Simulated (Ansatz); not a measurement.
# Profile along the Cd–Cd line in Cd (hcp, Mg type)

Cd (hcp, Mg type), conventional cell a = b = 2.9620 Å, c = 5.7980 Å, α = β = 90.00°, γ = 120.00°. The calculation uses the primitive cell of 2 atoms, to which meshes and values per cell refer.

Fields along a shortest Cd–Cd line of a (1 -1 0 0) plane (2.96 Å), from Cd to Cd, interpolated on the slice's grid (step about 0.3 Å). All values below come from r2SCAN (plane waves to 500 eV, PAW, scalar-relativistic; Ansatz, a first-principles code). k mesh 18×18×8. These are valence fields of a PAW run, semicore shells included where kept as valence: close to a nucleus they are smooth pseudo fields. Cd was relaxed with its symmetry unable to fall.

| distance from Cd (Å) | valence electron density (e/Å³) | electron localisation function |
|---|---|---|
| 0.00 | 26.48 | x |
| 0.15 | 24.13 | x |
| 0.30 | 18.34 | x |
| 0.44 | 11.65 | x |
| 0.59 | 6.06 | 0.51 |
| 0.74 | 2.60 | 0.40 |
| 0.89 | 1.08 | 0.30 |
| 1.04 | 0.51 | 0.22 |
| 1.18 | 0.30 | 0.19 |
| 1.33 | 0.22 | 0.22 |
| 1.48 | 0.21 | 0.26 |
| 1.63 | 0.22 | 0.22 |
| 1.78 | 0.30 | 0.19 |
| 1.92 | 0.51 | 0.22 |
| 2.07 | 1.08 | 0.30 |
| 2.22 | 2.60 | 0.40 |
| 2.37 | 6.06 | 0.51 |
| 2.52 | 11.65 | x |
| 2.66 | 18.34 | x |
| 2.81 | 24.13 | x |
| 2.96 | 26.48 | x |

x: too close to a nucleus for the ELF to mean much.

Density on the Cd–Cd line (2.96 Å) at its midpoint: 0.21 e/Å³. ELF at that point: 0.26.
